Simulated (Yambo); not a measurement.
Yambo input for LaOF (space group R-3m, No. 166) (a = b = c = 7.1193 Å, α = β = γ = 32.99°), on norm-conserving PBEsol (Quantum ESPRESSO, 110 Ry, without SOC) wavefunctions on a 6×6×6 mesh:

```
optics
chi
dipoles
kernel
FFTGvecs= 40 Ry
Chimod= "HARTREE"
NGsBlkXd= 3 Ry
% QpntsRXd
 1 | 1 |
%
% BndsRnXd
 1 | 79 |
%
GrFnTpXd= "R"
% EnRngeXd
 0.0 | 20.0 | eV
%
% DmRngeXd
 0.2 | 0.2 | eV
%
CGrdSpXd= 50
ETStpsXd= 161
% LongDrXd
 1.0 | 0.0 | 0.0 |
%
```

First lines of the file o-*.eps_q1_inv_rpa_dyson:

```
Absorption @ Q(1):   1.00000000     0.00000000     0.00000000    [q->0 direction]
#
# [ X ] Hartree size     :   67
# [GEN] GF Energies     : Perdew, Burke & Ernzerhof SOL(X)+Perdew, Burke & Ernzerhof SOL(C)
# [GEN] Green`s Function     : Retarded
#
# [GEN] Gauge     : Length
# [GEN] [r,Vnl] included     : yes
#
#    E[1] [eV]     Im(eps)     Re(eps)     Im(eps_o)     Re(eps_o)
#
     0.000000     0.123452E-6     3.649294     0.58503E-19     3.885774
     0.125000     0.001810     3.649857     0.001979     3.886390
     0.250000     0.003627     3.651550     0.003966     3.888241
     0.375000     0.005457     3.654379     0.005968     3.891334
     0.500000     0.007309     3.658353     0.007994     3.895681
     0.625000     0.009189     3.663490     0.010052     3.901299
     0.750000     0.011104     3.669808     0.012151     3.908211
     0.875000     0.013065     3.677332     0.014300     3.916445
     1.000000     0.015078     3.686093     0.016509     3.926034
     1.125000     0.017153     3.696125     0.018789     3.937020
     1.250000     0.019301     3.707472     0.021151     3.949449
     1.375000     0.021533     3.720180     0.023608     3.963377
     1.500000     0.023861     3.734305     0.026175     3.978865
     1.625000     0.026299     3.749911     0.028868     3.995987
     1.750000     0.028863     3.767071     0.031704     4.014826
     1.875000     0.031571     3.785866     0.034704     4.035475
     2.000000     0.034441     3.806393     0.037893     4.058044
     2.125000     0.037499     3.828757     0.041296     4.082655
     2.250000     0.040771     3.853081     0.044947     4.109451
     2.375000     0.044288     3.879508     0.048881     4.138592
     2.500000     0.048087     3.908196     0.053144     4.170268
     2.625000     0.052213     3.939333     0.057788     4.204692
     2.750000     0.056720     3.973133     0.062877     4.242117
     2.875000     0.061671     4.009847     0.068489     4.282835
     3.000000     0.067146     4.049767     0.074719     4.327190
     3.125000     0.073243     4.093239     0.081687     4.375591
     3.250000     0.080086     4.140671     0.089544     4.428523
     3.375000     0.087833     4.192557     0.098484     4.486574
     3.500000     0.096689     4.249492     0.108762     4.550456
     3.625000     0.106926     4.312205     0.120716     4.621052
     3.750000     0.118913     4.381604     0.134808     4.699461
     3.875000     0.133166     4.458834     0.151689     4.787082
     4.000000     0.150430     4.545361     0.172305     4.885717
```
(The file goes on to the top of the energy range.) Convergence of the RPA response with its 6×6×6 mesh was not tested.

Geometry of the Materials Project entry, not relaxed at this level.
